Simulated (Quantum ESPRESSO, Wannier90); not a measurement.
**AlInSb$_{2}$ (P-4m2): Wannier90 run**

Materials Project entry mp-1228890; symmetrised, unrelaxed at this level. Not found in the COD (Crystallography Open Database) copy used; not checked further. Method: PBEsol plane waves in Quantum ESPRESSO 7.5 (PseudoDojo norm-conserving files, 64 Ry, no spin polarisation, no spin-orbit coupling), Bloch states on a 8×8×6 mesh through Γ, Wannier90 4.0.1. Density: 8×8×6 mesh, Gaussian smearing 0.01 Ry. Spin-orbit coupling is left out although heavy elements are present.

On the energy scale of pw.x, whose zero is arbitrary, the valence-band maximum lies at 6.72 eV.

Input w.win:

```
num_bands = 26
num_wann = 16
exclude_bands = 1-15
num_iter = 1000
conv_tol = 1.0e-6
conv_window = 4
dis_num_iter = 1000
dis_conv_tol = 1.0e-6
dis_froz_max = 7.61
write_hr = true
write_u_matrices = true
begin projections
f=-0.00770,-0.00082,-0.00564: s;p
f=0.50253,0.50956,0.50357: s;p
f=-0.00283,0.49119,0.23771: s;p
f=0.50226,-0.00875,-0.23794: s;p
end projections
begin unit_cell_cart
ang
    4.5061700000    0.0000000000    0.0000000000
    0.0000000000    4.5061700000    0.0000000000
    0.0000000000    0.0000000000    6.3488200000
end unit_cell_cart
begin atoms_frac
Al   0.0000000000  0.0000000000  0.0000000000
In   0.5000000000  0.5000000000  0.5000000000
Sb   0.0000000000  0.5000000000  0.2333700000
Sb   0.5000000000  0.0000000000 -0.2333700000
end atoms_frac
mp_grid = 8 8 6
begin kpoints
0.0000000000 0.0000000000 0.0000000000
0.0000000000 0.0000000000 0.1666666667
0.0000000000 0.0000000000 0.3333333333
... (381 more lines: the 8x8x6 mesh through Gamma)
end kpoints
```

Input of pw2wannier90.x that gives the overlap and projection files (equivalent; here they were cut from one run over all bands):

```
&inputpp
  outdir = './out'
  prefix = 'pwscf'
  seedname = 'w'
  write_amn = .true.
  write_mmn = .true.
/
```

Output w.wout (banner and timings cut):

```
                                    ------
                                    SYSTEM
                                    ------

                              Lattice Vectors (Ang)
                    a_1     4.506170   0.000000   0.000000
                    a_2     0.000000   4.506170   0.000000
                    a_3     0.000000   0.000000   6.348820

                   Unit Cell Volume:     128.91640  (Ang^3)

                        Reciprocal-Space Vectors (Ang^-1)
                    b_1     1.394352   0.000000   0.000000
                    b_2     0.000000   1.394352   0.000000
                    b_3     0.000000   0.000000   0.989662

 *----------------------------------------------------------------------------*
 |   Site       Fractional Coordinate          Cartesian Coordinate (Ang)     |
 +----------------------------------------------------------------------------+
 | al   1   0.00000   0.00000   0.00000   |    0.00000   0.00000   0.00000    |
 | in   1   0.50000   0.50000   0.50000   |    2.25309   2.25309   3.17441    |
 | sb   1   0.00000   0.50000   0.23337   |    0.00000   2.25309   1.48162    |
 | sb   2   0.50000   0.00000  -0.23337   |    2.25309   0.00000  -1.48162    |
 *----------------------------------------------------------------------------*
                                ------------
                                K-POINT GRID
                                ------------

             Grid size =  8 x  8 x  6      Total points =  384

 *---------------------------------- MAIN ------------------------------------*
 |  Number of Wannier Functions               :                16             |
 |  Number of Objective Wannier Functions     :                16             |
 |  Number of input Bloch states              :                26             |
 |  Output verbosity (1=low, 5=high)          :                 1             |
 |  Timing Level (1=low, 5=high)              :                 1             |
 |  Optimisation (0=memory, 3=speed)          :                 3             |
 |  Length Unit                               :               Ang             |
 |  Post-processing setup (write *.nnkp)      :                 F             |
 |  Using Gamma-only branch of algorithms     :                 F             |
 *----------------------------------------------------------------------------*
 *------------------------------- WANNIERISE ---------------------------------*
 |  Total number of iterations                :              1000             |
 |  Number of CG steps before reset           :                 5             |
 |  Trial step length for line search         :             2.000             |
 |  Convergence tolerence                     :         0.100E-05             |
 |  Convergence window                        :                 4             |
 |  Iterations between writing output         :                 1             |
 |  Iterations between backing up to disk     :               100             |
 |  Write r^2_nm to file                      :                 F             |
 |  Write xyz WF centres to file              :                 F             |
 |  Write on-site energies <0n|H|0n> to file  :                 F             |
 |  Use guiding centre to control phases      :                 F             |
 |  Use phases for initial projections        :                 F             |
 *----------------------------------------------------------------------------*
 *------------------------------- DISENTANGLE --------------------------------*
 |  Using band disentanglement                :                 T             |
 |  Total number of iterations                :              1000             |
 |  Mixing ratio                              :             0.500             |
 |  Convergence tolerence                     :         1.000E-06             |
 |  Convergence window                        :                 3             |
 *----------------------------------------------------------------------------*
 *-------------------------------- PLOTTING ----------------------------------*
 |  Plotting Hamiltonian in WF basis          :                 T             |
 *----------------------------------------------------------------------------*

 *---------------------------------- K-MESH ----------------------------------*
 +----------------------------------------------------------------------------+
 |                    Distance to Nearest-Neighbour Shells                    |
 |                    ------------------------------------                    |
 |          Shell             Distance (Ang^-1)          Multiplicity         |
 |          -----             -----------------          ------------         |
 |             1                   0.164944                      2            |
 |             2                   0.174294                      4            |
 |             3                   0.239968                      8            |
 |             4                   0.246489                      4            |
 |             5                   0.296586                      8            |
 |             6                   0.329887                      2            |
 |             7                   0.348588                      4            |
 |             8                   0.373101                      8            |
       ... (lines left out)
 +----------------------------------------------------------------------------+
 | The b-vectors are chosen automatically                                     |
 | The following shells are used:                       1,  2                 |
 +----------------------------------------------------------------------------+
 |                        Shell   # Nearest-Neighbours                        |
 |                        -----   --------------------                        |
 |                          1               2                                 |
 |                          2               4                                 |
 +----------------------------------------------------------------------------+
 | Completeness relation is fully satisfied [Eq. (B1), PRB 56, 12847 (1997)]  |
 +----------------------------------------------------------------------------+
 |                  b_k Vectors (Ang^-1) and Weights (Ang^2)                  |
 |                  ----------------------------------------                  |
 |            No.         b_k(x)      b_k(y)      b_k(z)        w_b           |
 |            ---        --------------------------------     --------        |
 |             1         0.000000    0.000000    0.164944    18.378023        |
 |             2         0.000000    0.000000   -0.164944    18.378023        |
 |             3         0.000000    0.174294    0.000000    16.459074        |
 |             4         0.174294    0.000000    0.000000    16.459074        |
 |             5         0.000000   -0.174294    0.000000    16.459074        |
 |             6        -0.174294    0.000000    0.000000    16.459074        |
 +----------------------------------------------------------------------------+
 |                           b_k Directions (Ang^-1)                          |
 |                           -----------------------                          |
 |            No.           x           y           z                         |
 |            ---        --------------------------------                     |
 |             1         0.000000    0.000000    0.164944                     |
 |             2         0.000000    0.174294    0.000000                     |
 |             3         0.174294    0.000000    0.000000                     |
 +----------------------------------------------------------------------------+

 Starting a new Wannier90 calculation ...

 Reading overlaps from w.mmn

 Reading projections from w.amn

 *------------------------------- DISENTANGLE --------------------------------*
 +----------------------------------------------------------------------------+
 |                              Energy  Windows                               |
 |                              ---------------                               |
 |                   Outer:   -3.90291  to   20.05965  (eV)                   |
 |                   Inner:   -3.90291  to    7.61000  (eV)                   |
 +----------------------------------------------------------------------------+
   Number of target bands to extract:   16

                   Unitarised projection of Wannier functions
                   ------------------------------------------
   A_mn = <psi_m|g_n> --> S = A.A^+ --> U = S^-1/2.A
   In dis_project... done
   Using an inner window (linner = T)
   In dis_proj_froz... done

                   Extraction of optimally-connected subspace
                   ------------------------------------------
 +---------------------------------------------------------------------+<-- DIS
 |  Iter     Omega_I(i-1)      Omega_I(i)      Delta (frac.)           |<-- DIS
 +---------------------------------------------------------------------+<-- DIS
       1      47.33257834      42.01905922       1.265E-01    <-- DIS
       2      44.09930856      40.26645491       9.519E-02    <-- DIS
       3      41.91562447      39.06475498       7.298E-02    <-- DIS
       4      40.26557096      38.10904058       5.659E-02    <-- DIS
       5      38.99387197      37.32130181       4.482E-02    <-- DIS
       6      37.98820270      36.65783291       3.629E-02    <-- DIS
       ... (lines left out)
     101      30.84140618      30.83787443       1.145E-04    <-- DIS
       ... (lines left out)
     201      30.76128851      30.76099732       9.466E-06    <-- DIS
       ... (lines left out)
     301      30.75369131      30.75365145       1.296E-06    <-- DIS
       ... (lines left out)
     315      30.75341234      30.75338175       9.945E-07    <-- DIS
     316      30.75339527      30.75336525       9.760E-07    <-- DIS
     317      30.75337854      30.75334908       9.579E-07    <-- DIS

             <<<      Delta < 1.000E-06  over  3 iterations     >>>
             <<< Disentanglement convergence criteria satisfied >>>

        Final Omega_I    30.75334908 (Ang^2)

 +----------------------------------------------------------------------------+

 Writing checkpoint file w.chk... done

 *------------------------------- WANNIERISE ---------------------------------*
 +--------------------------------------------------------------------+<-- CONV
 | Iter  Delta Spread     RMS Gradient      Spread (Ang^2)            |<-- CONV
 +--------------------------------------------------------------------+<-- CONV

 ------------------------------------------------------------------------------
 Initial State
  WF centre and spread    1  ( -0.035351, -0.000973, -0.035458 )     2.30078180
  WF centre and spread    2  ( -0.003104, -0.000943,  0.032064 )     3.11511782
  WF centre and spread    3  (  0.030166, -0.000584,  0.288886 )     3.11037689
  WF centre and spread    4  ( -0.003252,  0.001537, -0.294303 )     3.13857672
  WF centre and spread    5  (  2.264795,  2.297288,  3.196180 )     2.40941312
  WF centre and spread    6  (  2.253674,  2.253917,  3.152706 )     3.70956978
  WF centre and spread    7  (  2.242402,  2.253814,  3.417112 )     3.60475120
  WF centre and spread    8  (  2.254258,  2.211279,  2.931445 )     3.59858363
  WF centre and spread    9  ( -0.011314,  2.216035,  1.519223 )     1.82075045
  WF centre and spread   10  (  0.000218,  2.252148,  1.454417 )     2.82147194
  WF centre and spread   11  (  0.011430,  2.252398,  1.317517 )     2.78491253
  WF centre and spread   12  (  0.000059,  2.289848,  1.599137 )     2.88549904
  WF centre and spread   13  (  2.266012, -0.037007, -1.516695 )     1.84964425
  WF centre and spread   14  (  2.253859, -0.000688, -1.454665 )     2.84094002
  WF centre and spread   15  (  2.244527, -0.000212, -1.595462 )     2.95932161
  WF centre and spread   16  (  2.252550,  0.035113, -1.318254 )     2.80497221
  Sum of centres and spreads ( 18.020930, 18.022970, 12.693850 )    45.75468301

      0     0.458E+02     0.0000000000       45.7546829904  <-- CONV
        O_D=      0.0654831 O_OD=     14.9358508 O_TOT=     45.7546830 <-- SPRD
 ------------------------------------------------------------------------------
      1    -0.199E+00     0.4218799720       45.5554333780  <-- CONV
        O_D=      0.0635268 O_OD=     14.7385575 O_TOT=     45.5554334 <-- SPRD
      2    -0.266E+00     0.4955461675       45.2896839615  <-- CONV
        O_D=      0.0747478 O_OD=     14.4615871 O_TOT=     45.2896840 <-- SPRD
      3    -0.224E+00     0.5194300869       45.0661071140  <-- CONV
        O_D=      0.0791308 O_OD=     14.2336272 O_TOT=     45.0661071 <-- SPRD
      4    -0.148E+00     0.4279993787       44.9181819399  <-- CONV
        O_D=      0.0723766 O_OD=     14.0924562 O_TOT=     44.9181819 <-- SPRD
      5    -0.803E-01     0.3340517950       44.8378910074  <-- CONV
        O_D=      0.0676494 O_OD=     14.0168925 O_TOT=     44.8378910 <-- SPRD
       ... (lines left out)
    100    -0.411E-01     0.1914215010       35.2590990829  <-- CONV
        O_D=      0.0296207 O_OD=      4.4761293 O_TOT=     35.2590991 <-- SPRD
       ... (lines left out)
    200    -0.354E-03     0.0203732797       34.5785422997  <-- CONV
        O_D=      0.0243773 O_OD=      3.8008159 O_TOT=     34.5785423 <-- SPRD
       ... (lines left out)
    300    -0.178E-05     0.0012656329       34.5734346985  <-- CONV
        O_D=      0.0243363 O_OD=      3.7957493 O_TOT=     34.5734347 <-- SPRD
       ... (lines left out)
    323    -0.543E-06     0.0007982522       34.5733933504  <-- CONV
        O_D=      0.0243362 O_OD=      3.7957081 O_TOT=     34.5733934 <-- SPRD
    324    -0.616E-06     0.0007123889       34.5733927339  <-- CONV
        O_D=      0.0243363 O_OD=      3.7957073 O_TOT=     34.5733927 <-- SPRD
    325    -0.564E-06     0.0012816827       34.5733921702  <-- CONV
        O_D=      0.0243362 O_OD=      3.7957069 O_TOT=     34.5733922 <-- SPRD
             <<<     Delta < 1.000E-06  over  4 iterations     >>>
             <<< Wannierisation convergence criteria satisfied >>>
 Final State
  WF centre and spread    1  ( -0.000725, -0.747627, -0.528146 )     2.14532292
  WF centre and spread    2  ( -0.748721, -0.000028,  0.526381 )     2.14444571
  WF centre and spread    3  (  0.747912, -0.000452,  0.527636 )     2.14393759
  WF centre and spread    4  ( -0.001409,  0.747496, -0.528142 )     2.14532501
  WF centre and spread    5  (  3.001103,  2.253370,  3.692857 )     2.45059905
  WF centre and spread    6  (  2.253616,  3.001008,  2.655827 )     2.45187769
  WF centre and spread    7  (  1.505070,  2.253138,  3.692967 )     2.45033928
  WF centre and spread    8  (  2.253625,  1.505232,  2.655761 )     2.45167385
  WF centre and spread    9  (  0.000159,  1.668652,  1.894168 )     2.04598149
  WF centre and spread   10  ( -0.614779,  2.252959,  1.053417 )     2.00152206
  WF centre and spread   11  (  0.615014,  2.252316,  1.053058 )     2.00076279
  WF centre and spread   12  (  0.000248,  2.838113,  1.893012 )     2.04617927
  WF centre and spread   13  (  2.836940, -0.000180, -1.894269 )     2.04574507
  WF centre and spread   14  (  2.253208, -0.614687, -1.053103 )     2.00193638
  WF centre and spread   15  (  1.668341, -0.000066, -1.893161 )     2.04592710
  WF centre and spread   16  (  2.252794,  0.615081, -1.053509 )     2.00181692
  Sum of centres and spreads ( 18.022395, 18.024324, 12.694753 )    34.57339219

         Spreads (Ang^2)       Omega I      =    30.753349083
        ================       Omega D      =     0.024336228
                               Omega OD     =     3.795706859
    Final Spread (Ang^2)       Omega Total  =    34.573392170
```
